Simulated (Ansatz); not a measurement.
Bi2TeO2:
```yaml
crystal:
  lattice:
    - [4.03596, 0.00000, 0.00000]
    - [-2.01798, 3.49524, 0.00000]
    - [0.00000, 0.00000, 7.33031]
  atoms:
    - { symbol: Bi, position: [0.66667, 0.33333, 0.79833] }
    - { symbol: Bi, position: [0.33333, 0.66667, 0.20167] }
    - { symbol: Te, position: [0.00000, 0.00000, 0.50000] }
    - { symbol: O, position: [0.66667, 0.33333, 0.11439] }
    - { symbol: O, position: [0.33333, 0.66667, 0.88561] }
```

Cartesian axes are those of the cell as given.

Problem. Give the high-frequency dielectric tensor and the Born effective charge tensors of the independent atoms from DFPT, PBEsol in the plane-wave PAW code Ansatz.

Solution. 
ε∞:
```
15.7  0.00  0.00
0.00  15.7  0.00
0.00  0.00  15.6
```
Z* of atom 1 (Bi), rows: field, columns: displacement, in e:
```
5.31  0.00  0.00
0.00  5.31  0.00
0.00  0.00  7.50
```
Z* of atom 3 (Te), rows: field, columns: displacement, in e:
```
-2.93   0.00   0.00
 0.00  -2.93   0.00
 0.00   0.00  -4.12
```
Z* of atom 4 (O), rows: field, columns: displacement, in e:
```
-3.85   0.00   0.00
 0.00  -3.85   0.00
 0.00   0.00  -5.44
```

Space group P-3m1. The start of the workflow was typed in or built on a structure type; neither database checked (COD, Materials Project) lists it. Whether it is the stable phase at ambient conditions was not checked. The PBEsol relaxation kept the symmetry of its start; its stability against distortions is not shown here. The volume moved by 21 % from the start of the relaxation. Scalar-relativistic: spin–orbit coupling is off unless named, which matters more the heavier the elements.

Potentials: the later of the program's two PAW sets.
